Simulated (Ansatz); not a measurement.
Relaxed-ion elastic tensor of Al (fcc (Cu type), Fm-3m) in GPa (Voigt order), PBEsol (plane waves, PAW; program Ansatz); density 2.77 g/cm³, 16.17 Å³ per atom.

```
 119  64.1  64.1   0.0   0.0   0.0
64.1   119  64.1   0.0   0.0   0.0
64.1  64.1   119   0.0   0.0   0.0
 0.0   0.0   0.0  36.7   0.0   0.0
 0.0   0.0   0.0   0.0  36.7   0.0
 0.0   0.0   0.0   0.0   0.0  36.7
```

### Question
Is the crystal mechanically stable?

### Answer
Yes: the smallest eigenvalue of C is 36.7 GPa.

### Question
Work out the Voigt, Reuss and Hill averages.

### Answer
K_V = 82.5, K_R = 82.5, K_H = 82.5; G_V = 33.1, G_R = 32.4, G_H = 32.7 GPa.

### Question
Give Young's modulus, Poisson's ratio, Pugh's ratio and the universal anisotropy index.

### Answer
E = 9KG/(3K + G) = 86.8 GPa; ν = 0.32; K/G = 2.52 (ductile by the Pugh limit of 1.75); A_U = 5G_V/G_R + K_V/K_R − 6 = 0.10.

### Question
Estimate the sound speeds and the Debye temperature.

### Answer
v_l = √((K + 4G/3)/ρ) = 6750 m/s, v_t = √(G/ρ) = 3440 m/s, mean 3850 m/s; Θ = (h/k)(3n/4πV)^(1/3) v_m = 454 K.

### Question
Give the Zener ratio and Young's modulus along [100], [110] and [111].

### Answer
A = 2C44/(C11 − C12) = 1.33; 1/E = S11 − 2(S11 − S12 − S44/2)Γ with Γ = 0, 1/4, 1/3 gives 74.5, 89.5, 95.9 GPa.

The PBEsol relaxation kept the symmetry of its start. As this level gives no gap, shear constants depend on the k-mesh and smearing (Fermi–Dirac, 0.1 eV here).

Potentials: the earlier of the program's two PAW sets.
